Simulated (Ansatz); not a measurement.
NbSe2I2:
```yaml
crystal:
  lattice:
    - [3.49046, 5.94427, 0.00000]
    - [-3.49046, 5.94427, 0.00000]
    - [-2.23066, 0.00000, 6.80353]
  atoms:
    - { symbol: Nb, position: [0.87778, 0.87778, 0.00000] }
    - { symbol: Nb, position: [0.12222, 0.12222, 0.00000] }
    - { symbol: Se, position: [0.88389, 0.11611, 0.68140] }
    - { symbol: Se, position: [0.11611, 0.88389, 0.31860] }
    - { symbol: Se, position: [0.67715, 0.32285, 0.87488] }
    - { symbol: Se, position: [0.32285, 0.67715, 0.12512] }
    - { symbol: I, position: [0.44635, 0.96098, 0.76193] }
    - { symbol: I, position: [0.55365, 0.03902, 0.23807] }
    - { symbol: I, position: [0.96098, 0.44635, 0.23807] }
    - { symbol: I, position: [0.03902, 0.55365, 0.76193] }
```

Relaxed with LDA.

**Question.** Map the electron localisation function on the plane through (0.878, 0.878, 0.000) spanned by u = [1, 1, 0] and v = [-1, 1, 1] in lattice vectors, from LDA (plane waves, PAW; program Ansatz).

**Answer.** x is the fraction of u, y of v (the angle between them is 90°; rows are the nearest grid lines); atoms in the plane: Nb at (0.00, 0.00), Nb at (0.24, 0.00), I at (0.33, 0.76), I at (0.92, 0.24), I at (0.33, 0.24), I at (0.92, 0.76).
```
| +@*=+=#@=.#@*:..               ...:#@+ |
|@%*--=--#%@%*:..    .=*###*-     ...-#%@|
|+=:.:-:.:=+=:...    =#@@@@@#-     ...:++|
|-.........-*%%#*-.  %@@#+#@@#:  .=*%%%*-|
|#+:     :*##***###:.#@%+-*@%*:.-###***##|
|#%+.   :*%#+:-:+#%+.-+*###*+:.:*%#=:-:*#|
|#%*:   -#%#+.*:+#%*.:=*###+-..:#%#=:+:*#|
|@@*.   :#@%%#**###-.+#%###%#=..=###**#%@|
|%=.     .+%@%%#*=.  %@@+-*@@%-  :+*#%%@%|
|.         .::.      #@@@@@@@*:     ..::.|
|                    +%@@@@@#-           |
|                     .::-:.             |
|                     .::-:.             |
|                    +%@@@@@#-           |
|.         .::.      #@@@@@@@*:     ..::.|
|%=.     .+%@%%#*=.  %@@+-*@@%-  :+*#%%@%|
|@@*.   :#@%%#**###-.+#%###%#=..=###**#%@|
|#%*:   -#%#+.*:+#%*.:=*###+-..:#%#=:+:*#|
|#%+.   :*%#+:-:+#%+.-+*###*+:.:*%#=:-:*#|
|#+:     :*##***###:.#@%+-*@%*:.-###***##|
|-.........-*%%#*-.  %@@#+#@@#:  .=*%%%*-|
|+=:.:-:.:=+=:...    =#@@@@@#-     ...:++|
|@%*--=--#%@%*:..    .=*###*-     ...-#%@|
| +@*=+=#@=.#@*:..               ...:#@+ |
```
Scale: ten equal steps from 0.004 (start of ' ') to 0.850 (end of '@'), in the order ' .:-=+*#%@'; x runs from 0.000 to 1.00, y from 0.000 (bottom) to 1.00 (top).

The density is the valence pseudo-density with augmentation charge, so density and ELF within about 1 Å of a nucleus are not all-electron values.

Space group C2/m. The workflow started from a Materials Project entry (that database holds measured and hypothetical structures alike); the Crystallography Open Database copy checked does not list it. Its standing as an ambient phase is unchecked. The cell was relaxed with LDA under the symmetry of its start; whether a distortion lowers the energy is not shown. No spin polarisation was allowed. A crystal of weakly bound layers computed without a dispersion correction: the cell and the soft elastic constants depend strongly on that. Scalar-relativistic: spin–orbit coupling is off unless named, which matters more the heavier the elements.

Potentials: the later of the program's two PAW sets.
